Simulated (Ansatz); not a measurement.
## LiAu₄Se₄Cl₄O₁₂: field gradients at two levels of theory

Cell: a Materials Project structure (computed, not necessarily an observed phase), atoms as given.

```cif
data_structure
_symmetry_space_group_name_H-M 'P 1'
_symmetry_Int_Tables_number 1
_cell_length_a 4.4750
_cell_length_b 9.9340
_cell_length_c 11.3457
_cell_angle_alpha 95.518
_cell_angle_beta 90.234
_cell_angle_gamma 90.030
_cell_volume 502.03
loop_
_atom_site_label
_atom_site_type_symbol
_atom_site_fract_x
_atom_site_fract_y
_atom_site_fract_z
_atom_site_occupancy
Li1 Li 0.20433 0.75608 0.35924 1
Se2 Se 0.29270 0.11748 0.26139 1
Se3 Se 0.79692 0.29037 0.91173 1
Se4 Se 0.21524 0.71003 0.07919 1
Se5 Se 0.70279 0.88224 0.74065 1
Au6 Au 0.01151 0.41228 0.18433 1
Au7 Au 0.00381 0.00168 0.99897 1
Au8 Au 0.99132 0.59026 0.81242 1
Au9 Au 0.98599 0.00070 0.50022 1
Cl10 Cl 0.64799 0.51499 0.67082 1
Cl11 Cl 0.33112 0.51248 0.33314 1
Cl12 Cl 0.71654 0.79095 0.45248 1
Cl13 Cl 0.28600 0.19271 0.53405 1
O14 O 0.34649 0.03818 0.11892 1
O15 O 0.31640 0.65356 0.93650 1
O16 O 0.98356 0.22021 0.24539 1
O17 O 0.91922 0.82201 0.06293 1
O18 O 0.94519 0.59946 0.12711 1
O19 O 0.09370 0.17962 0.93233 1
O20 O 0.69607 0.34451 0.05636 1
O21 O 0.01608 0.77843 0.75416 1
O22 O 0.10706 0.97974 0.32118 1
O23 O 0.06216 0.40646 0.87071 1
O24 O 0.65454 0.96200 0.88278 1
O25 O 0.89549 0.01232 0.68038 1
```

Atoms are numbered from 1 in the order listed; like atoms form one site, named after its first atom.

First run. Method: Kohn–Sham DFT in Ansatz, PBE, plane waves and PAW, scalar-relativistic, 420 eV cutoff, Γ-centred 7×3×3 k-points, Fermi–Dirac smearing 0.05 eV.

```csv
site,atom,V_zz (10²¹ V/m²),η
Se2,2,-30.3,0.10
Se3,3,-29.9,0.11
Se4,4,-30.2,0.07
Se5,5,-30.5,0.16
Au6,6,4.56,0.85
Au7,7,6.68,0.40
Au8,8,-8.90,0.69
Au9,9,-3.96,0.44
Cl10,10,31.1,0.05
Cl12,12,19.19,0.31
O15,15,13.38,0.78
O22,22,13.92,0.90
O23,23,15.21,0.94
O25,25,14.42,0.87
```

Second run. The same atoms and settings, except that the functional is LDA and the mesh is 8×4×3.

**Question.** What does the second run give?

**Answer.** 

```csv
site,atom,V_zz,η,change of V_zz
Se2,2,-29.6,0.10,+0.70
Se3,3,-29.3,0.11,+0.56
Se4,4,-29.7,0.07,+0.57
Se5,5,-29.9,0.17,+0.66
Au6,6,5.45,0.92,+0.89
Au7,7,7.41,0.52,+0.73
Au8,8,-10.25,0.64,-1.35
Au9,9,-5.56,0.43,-1.60
Cl10,10,31.2,0.05,+0.08
Cl12,12,19.53,0.30,+0.34
O15,15,13.04,0.78,-0.34
O22,22,13.60,0.91,-0.32
O23,23,14.95,0.93,-0.26
O25,25,14.15,0.86,-0.27
```

The largest change of V_zz is on Au9, from -3.96 to -5.56. In per cent, |V_zz| changes by -2 on Se, +11 to +40 on Au, 0 to +2 on Cl, -3 to -2 on O (all sites that start above 2). The table leaves out 11 of the 25 sites, with |V_zz| up to 29.35; their tensors move by 0.43 at most along any direction. The statements above cover all sites.

Spin–orbit coupling is left out, which shifts gradients on Au by a few per cent in wide-gap crystals, and can shift them far more where the calculated gap is small or absent, as here.
For the first run: The largest force is 0.3 eV/Å, so the atoms aren't at the calculated equilibrium and relaxing them would move these values. With these PAW files V_zz is typically within 2 to 3 % of all-electron values, but misses above 10 % occur on Li.
For the second run: At this cell the LDA pressure is -6 GPa, so with LDA the cell would shrink if it were relaxed. The largest force is 1.0 eV/Å, so the atoms aren't at the calculated equilibrium and relaxing them would move these values.
